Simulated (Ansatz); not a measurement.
Level of theory: DFT PBE, scalar-relativistic, plane waves, PAW, and for the lanthanide a 4f-in-core norm-conserving potential (Ansatz 0.2.0). All cells share a 690 eV cutoff and Γ-centred k meshes spaced about 0.3 Å⁻¹ or finer (0.25 for metals, 2π included). No spin polarisation.

This relaxed Tb₂GeO cell comes from a structure search over trial cells.

```
CELL_PARAMETERS angstrom
-3.71172 3.71172 2.99320
3.71172 -3.71172 2.99320
3.71172 3.71172 -2.99320
ATOMIC_POSITIONS crystal
Tb 0.15644 0.65644 0.81288
Tb 0.84356 0.34356 0.18712
Tb 0.65644 0.84356 0.50000
Tb 0.34356 0.15644 0.50000
Ge 0.25000 0.25000 0.00000
Ge 0.75000 0.75000 0.00000
O 0.25000 0.75000 0.50000
O 0.75000 0.25000 0.50000
```

Question: Does it survive phonon and random-displacement tests?

Answer: As far as tested, yes. The phonons at Γ show no imaginary mode. (Phonon run: 8×8×8 k mesh, Gaussian smearing of 0.10 eV.) After random moves of the atoms it relaxes back. Other q points weren't tested. The optical modes at Γ run from 67 to 410 cm⁻¹. Around Tb lie 2 O at 2.22 Å and 4 Ge at 3.18 Å; around Ge lie 2 Ge at 2.99 Å, 8 Tb at 3.18 Å and 4 O at 3.71 Å; O has 4 Tb at 2.22 Å, 2 O at 2.99 Å and 4 Ge at 3.71 Å.

Phonons of metals hang on the k mesh and the smearing.

The lanthanide is trivalent by construction, without f bands, f moments or other valences.
